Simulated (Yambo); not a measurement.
Yambo run on WS₂ (space group R3m, No. 160). The wavefunctions are norm-conserving PBEsol (Quantum ESPRESSO, 74 Ry, with spin-orbit coupling) ones on a 4×4×4 mesh (26 occupied bands); a = b = c = 6.3070 Å, α = β = γ = 28.99°.

Yambo input:

```
rim_cut
HF_and_locXC
RandQpts= 1000000
RandGvec= 1 Ry
EXXRLvcs= 74 Ry
VXCRLvcs= 296 Ry
% QPkrange
 1 | 1 | 26 | 27 |
 2 | 2 | 26 | 27 |
 3 | 3 | 26 | 27 |
 7 | 7 | 26 | 27 |
 13 | 13 | 24 | 28 |
%
```

k points by index: 1 = Γ, 2 = (0, 0, 0.25), 3 = L, 7 = F, 13 = Z.

The o-*.hf file then holds:

```
#    K-point    Band    Eo [eV]    Ehf [eV]    Vxc [eV]    Vnlxc [eV]
#
    1    26    -1.358997    -2.347878    -14.46679    -15.45567
    1    27    2.010999    6.509510    -15.04953    -10.55102
    2    26    -1.700425    -2.989608    -14.71681    -16.00599
    2    27    1.170793    5.411585    -14.67638    -10.43559
    3    26    -1.686175    -3.664991    -13.95143    -15.93025
    3    27    2.117974    7.505481    -17.32185    -11.93435
    7    26    -1.616236    -3.320100    -13.87225    -15.57611
    7    27    2.071237    7.454357    -17.37349    -11.99037
    13    24    -2.203484    -3.972234    -15.34515    -17.11390
    13    25    0.000000    -0.389629    -15.55105    -15.94068
    13    26    0.000000    -0.389629    -15.55105    -15.94068
    13    27    2.076087    6.212233    -14.96616    -10.83001
    13    28    2.076087    6.212305    -14.96616    -10.82994
```
Exchange alone, without screening.

Geometry relaxed with PBE+D3(BJ).

This is not the ordinary phase of the substance.
